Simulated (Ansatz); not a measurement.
Ru, one structure, two calculations

Cell: an entry of the Crystallography Open Database (COD), whose atoms a relaxation with PBE at fixed cell left in place.

```cif
data_structure
_symmetry_space_group_name_H-M 'P 1'
_symmetry_Int_Tables_number 1
_cell_length_a 2.7058
_cell_length_b 2.7058
_cell_length_c 4.2819
_cell_angle_alpha 90.000
_cell_angle_beta 90.000
_cell_angle_gamma 120.000
_cell_volume 27.15
loop_
_atom_site_label
_atom_site_type_symbol
_atom_site_fract_x
_atom_site_fract_y
_atom_site_fract_z
_atom_site_occupancy
Ru1 Ru 0.33333 0.66667 0.25000 1
Ru2 Ru 0.66667 0.33333 0.75000 1
```

Atoms are numbered from 1 in the order listed; like atoms form one site, named after its first atom.

First run. Method: Kohn–Sham DFT in Ansatz, PBE, plane waves and PAW, scalar-relativistic, 420 eV cutoff, Γ-centred 20×20×11 k-points, Fermi–Dirac smearing 0.05 eV.

| site | atom | V_zz (10²¹ V/m²) | η |
| --- | --- | --- | --- |
| Ru | 1 | -1.19 | 0.00 |

Second run. The same atoms and settings, except that the functional is LDA.

Problem. Given the first result, estimate the second.

Solution. 

| site | atom | V_zz | η | change of V_zz |
| --- | --- | --- | --- | --- |
| Ru | 1 | -1.28 | 0.00 | -0.09 |

The largest change of V_zz is on Ru, from -1.19 to -1.28.

The run finds no gap above 0.1 eV (a metal, or nearly one), so the gradients can move by 10 % or more with the k-mesh. Without spin–orbit coupling (the program notes it for Ru) the gradients can shift somewhat, as the gap is small.
For the first run: At this cell the principal stresses reach 5 GPa in size with PBE, which can matter for small gradients. With these PAW files V_zz is typically within 2 to 3 % of all-electron values, but misses above 10 % occur on Ru.
For the second run: At this cell the LDA pressure is -12 GPa, so with LDA the cell would shrink if it were relaxed.
